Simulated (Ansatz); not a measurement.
Does this entry for Nb₄O₅ lie near equilibrium?

The cell is a structure deposited in the COD, taken as it stands.

```cif
data_Nb4O5
_symmetry_space_group_name_H-M 'P4_2/nmc:1'
_symmetry_Int_Tables_number 137
_cell_length_a 6.6510
_cell_length_b 6.6510
_cell_length_c 4.8140
_cell_angle_alpha 90.000
_cell_angle_beta 90.000
_cell_angle_gamma 90.000
loop_
_atom_site_label
_atom_site_type_symbol
_atom_site_symmetry_multiplicity
_atom_site_Wyckoff_symbol
_atom_site_fract_x
_atom_site_fract_y
_atom_site_fract_z
Nb Nb 8 g 0.5000 0.7950 0.2055
O9 O 8 f 0.2133 0.7867 0.0000
O17 O 2 b 0.5000 0.5000 0.0000
```

One atom of each set is listed.

The numbers come from a DFT calculation in Ansatz (PBE, plane waves and PAW (field gradients read without the response of the frozen cores, which leaves them typically 4 to 6 % off), scalar-relativistic, 420 eV cutoff, Γ-centred 5×5×6 k-points, Fermi–Dirac smearing 0.05 eV).

(1) Do the atoms and the cell lie near the calculated equilibrium?

Answers

(1) Nearly. The largest force is 0.18 eV/Å, on atom 2 (Nb: 5 O at 2.08–2.20 Å), and the pressure is 4.0 GPa. Relaxing the atoms is still advisable, since electric field gradients respond to shifts of a few hundredths of an ångström.
